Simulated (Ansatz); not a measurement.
Calculated field gradients at the nuclei for MgMn2P2O8F2

The cell is a Materials Project structure (computed, not necessarily an observed phase), atoms as given.

```
Mg Mn P O F
1.0
     5.23207    0.00000    0.00000
    -0.71356    5.42661    0.00000
    -2.21074   -2.34002    6.57223
Mg Mn P O F
1 2 2 8 2
Direct
  0.99039 0.33068 0.71067
  0.01048 0.01348 0.01767
  0.48512 0.50515 0.48958
  0.43054 0.10260 0.75370
  0.58402 0.89499 0.25495
  0.26666 0.83723 0.14346
  0.71943 0.87305 0.09267
  0.69506 0.16323 0.42906
  0.64429 0.67148 0.34236
  0.26204 0.16485 0.89966
  0.34092 0.81922 0.62188
  0.33808 0.30008 0.63815
  0.75154 0.19267 0.86088
  0.14807 0.35057 0.26663
  0.85211 0.64323 0.72868
```

Atom numbers follow the list; atoms alike are taken as one site, whose name carries the number of the first.

Computed with Ansatz: DFT, r2SCAN, plane waves and PAW, scalar-relativistic, collinear spin, 500 eV cutoff, Γ-centred 4×4×3 k-points, Fermi–Dirac smearing 0.02 eV. Start moments as typed (μB): 4 on each Mn, none on the rest.

C_Q = eQV_zz/h, which is 24.18 MHz for Q = 1 b and V_zz = 10²¹ V/m²; η = (V_xx − V_yy)/V_zz. Directions are in the Cartesian axes of the cell vectors above, for the atom listed; none is given where the gradient is under 0.02 or η is above 0.95.

```
site  first atom                                                         first shell  V_zz (10²¹ V/m²)     η  direction of V_zz (x, y, z)
  Mg           1                                   1 F at 1.93 Å, 4 O at 2.03–2.15 Å              1.48  0.98                            –
 Mn2           2                              4 O at 1.91–2.04 Å, 2 F at 2.06–2.32 Å             -4.05  0.41               0.01 0.67 0.74
 Mn3           3                              4 O at 1.89–2.30 Å, 2 F at 1.90–2.04 Å             -6.63  0.57              -0.56 0.68 0.47
  P4           4                                                  4 O at 1.50–1.59 Å             -3.22  0.81              -0.05 0.85 0.52
  P5           5                                                  4 O at 1.54–1.56 Å              0.60  0.63              0.91 -0.36 0.20
  O6           6      1 P at 1.56 Å, 1 Mn at 1.91 Å, angle 137°; also 1 Mg at 3.33 Å             10.76  0.41              0.83 -0.24 0.50
  O7           7                           1 P at 1.54 Å, 1 Mn at 1.91 Å, angle 148°             11.21  0.24              0.78 0.29 -0.56
  O8           8                  1 P at 1.55 Å, 1 Mg at 2.03 Å; also 1 Mn at 2.30 Å             10.00  0.43              -0.03 0.65 0.76
  O9           9                           1 P at 1.56 Å, 1 Mn at 1.89 Å, angle 134°             10.60  0.59              0.15 0.87 -0.46
 O10          10                       1 P at 1.57 Å, 1 Mn at 1.99 Å, 1 Mg at 2.15 Å             10.55  0.22              0.85 0.14 -0.51
 O11          11                           1 P at 1.50 Å, 1 Mn at 2.08 Å, angle 143°              9.51  0.03              -0.14 0.83 0.54
 O12          12  1 P at 1.59 Å, 1 Mn at 2.00 Å, 1 Mg at 2.06 Å; also 1 Mg at 3.27 Å             10.30  0.63             -0.11 0.88 -0.47
 O13          13                       1 P at 1.57 Å, 1 Mn at 2.04 Å, 1 Mg at 2.09 Å              9.78  0.61              0.90 -0.04 0.43
 F14          14                                     2 Mn at 1.90–2.06 Å, angle 134°             11.90  0.37               0.46 0.33 0.83
 F15          15                                 1 Mg at 1.93 Å, 2 Mn at 2.04–2.32 Å             -7.66  0.76              0.64 0.54 -0.54
```

At O6, O7, O9 and F14 V_zz runs parallel to the line that joins its two neighbours (within 11°) in each case. At O10, O12 and O13 V_zz points along its shortest bond, to P (within 11°) in each case. At O8 and O11 V_zz points along the shorter of its two bonds, to P (within 8°) in each case.

At this cell the r2SCAN pressure is -6 GPa, so with r2SCAN the cell would shrink if it were relaxed. The entry's cell may itself be off. The largest force is 0.5 eV/Å, so the atoms aren't at the calculated equilibrium and relaxing them would move these values. The program didn't check the stability of this electronic state in full, so a lower one may lie near. With a gap of 0.8 eV on this mesh, small gradients can still move by 0.1 × 10²¹ V/m² or more as the k-mesh gets denser. All moments are parallel here, as the start or the cell imposes; many such compounds order antiparallel, where fields and spin densities carried over to other atoms largely cancel. The magnetic order is the one that the run reached from its start moments, not necessarily the measured one. Where η is near 1 the sign of V_zz means little.

The run took 16 min of wall time (16 min of CPU time) and 1.5 GiB at its peak, on 1 thread of Arm Neoverse N1 (aarch64; 36 cores open to the job, memory cap 3.0 GiB, no GPU), a shared host with a load of 0.9 a core.
